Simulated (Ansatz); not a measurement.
CoSn in space group P6/mmm (No. 191; Co on 3f, Sn on 1a, Sn on 2d), DFT-PBEsol in the program Ansatz with PAW potentials, all energies at zero smearing, with the estimated change up to a 700 eV cutoff added, with one set of potentials and settings (totals compare only within such a set). Cell of 6 atoms (3 Co, 3 Sn): -33129.247 eV.

```tsv
element	reference phase	E (eV/atom)
Co	P6_3/mmc, 2 atoms in the cell, spin-polarised	-5092.9959
Sn	I4_1/amd, 2 atoms in the cell	-5949.7830
```

Formation energy per atom, worked out: (-33129.247 − 3×(-5092.9959) − 3×(-5949.7830))/6 = -0.152 eV/atom (-15 kJ per mol of atoms), at 0 K, without zero-point energy or fitted corrections.

The cell was relaxed with PBEsol under the symmetry of its start. The workflow began spin-polarised and lost its moments. The references are the lowest solids computed at this level, not always the standard phases. Spin–orbit coupling is left out wherever it is not named.

Potentials: the later of the program's two PAW sets.
